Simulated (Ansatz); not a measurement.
Total density of states per atom from plane-wave PAW r²SCAN (Ansatz code), in 0.25 eV bins, energy from the Fermi level:

```
E (eV) | states/eV/atom
    -7.85 | #### 0.21
    -7.60 | #### 0.23
    -7.35 | #### 0.22
    -7.10 | #### 0.26
    -6.85 | ##### 0.27
    -6.60 | #### 0.26
    -6.35 | #### 0.24
    -6.10 | #### 0.25
    -5.85 | ##### 0.27
    -5.60 | ##### 0.28
    -5.35 | ##### 0.31
    -5.10 | ###### 0.34
    -4.85 | ####### 0.40
    -4.60 | ######### 0.49
    -4.35 | ############### 0.89
    -4.10 | ################ 0.92
    -3.85 | ################# 0.96
    -3.60 | ########## 0.57
    -3.35 | ######## 0.45
    -3.10 | ########### 0.64
    -2.85 | ######## 0.49
    -2.60 | ######## 0.48
    -2.35 | ############# 0.75
    -2.10 | ###################### 1.28
    -1.85 | ############################## 1.73
    -1.60 | ######################### 1.42
    -1.35 | ################ 0.94
    -1.10 | ############## 0.80
    -0.85 | ############### 0.85
    -0.60 | ############## 0.82
    -0.35 | ######### 0.50
    -0.10 | ###### 0.36
     0.15 | ##### 0.28
     0.40 | #### 0.22
     0.65 | ### 0.18
     0.90 | ## 0.14
     1.15 | ## 0.12
     1.40 | ## 0.10
     1.65 | # 0.07
     1.90 | ## 0.14
     2.15 | ###### 0.33
     2.40 | ######## 0.49
     2.65 | ########## 0.61
     2.90 | ############ 0.67
     3.15 | ####### 0.42
     3.40 | #### 0.23
     3.65 | ## 0.14
     3.90 | ######## 0.45
     4.15 | ############### 0.86
     4.40 | ########### 0.63
     4.65 | ######## 0.46
```

**Question.** Pick the material that matches.
(A) CoSi2, fluorite or antifluorite type
(B) TiSi, CsCl type
(C) EuSi2Rh2, I4/mmm (Eu on 2a, Si on 4e, Rh on 4d)
(D) Al2Pt, fluorite or antifluorite type

**Answer.** A, CoSi2, fluorite or antifluorite type. Within 0.5 eV of the Fermi level: Co 3d 44 %, Si 3p 42 %, outside the projected shells 9 %. Projections are on Löwdin-orthogonalised atomic valence shells; empty p or d shells of many metals are not among them.

Space group Fm-3m (fluorite or antifluorite type). The r²SCAN relaxation kept the symmetry of its start. The workflow began spin-polarised and lost its moments.

Potentials: the later of the program's two PAW sets.
